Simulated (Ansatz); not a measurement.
Two states of GdCoSi

```yaml
crystal:
  lattice:
    - [4.11888, 0.00000, 0.00000]
    - [0.00000, 4.11888, 0.00000]
    - [0.00000, 0.00000, 6.50058]
  atoms:
    - { symbol: Co, position: [0.75000, 0.25000, 0.00000] }
    - { symbol: Co, position: [0.25000, 0.75000, 0.00000] }
    - { symbol: Si, position: [0.25000, 0.25000, 0.17500] }
    - { symbol: Si, position: [0.75000, 0.75000, 0.82500] }
    - { symbol: Gd, position: [0.25000, 0.25000, 0.67900] }
    - { symbol: Gd, position: [0.75000, 0.75000, 0.32100] }
```

Method: r2SCAN; PAW, plane waves to 500 eV, 5×5×3 (shifted by 0, 0, 0.5 steps) mesh, fermi-dirac occupations (width 0.1 eV) (Ansatz 0.2.0), atoms fixed.

State A: Co1 up, Co2 up, Gd5 down, Gd6 down (collinear spin). State B: Co1 up, Co2 up, Gd5 up, Gd6 up (collinear spin).

Task: Compare the two self-consistent states.

Result: State B is lower by 8.6 meV an atom at zero smearing. So small a gap isn't resolved on this mesh where a state is a metal.

| state | free energy (meV/atom) | largest moment in a small sphere (μB) | net moment (μB/cell) | gap on mesh (eV) | pressure (GPa) | largest force (eV/Å) |
| --- | --- | --- | --- | --- | --- | --- |
| A | 8.8 | 7.18 | 13.63 | metal | -3.4 | 0.24 |
| B | 0.0 | 7.14 | 16.78 | metal | -3.0 | 0.14 |

Origin: a known structure type with other elements, at an estimated volume, so it need not be a known compound. Caveats: the k mesh is coarse if the cell is a metal; f shells without a U or exact exchange are poorly placed.
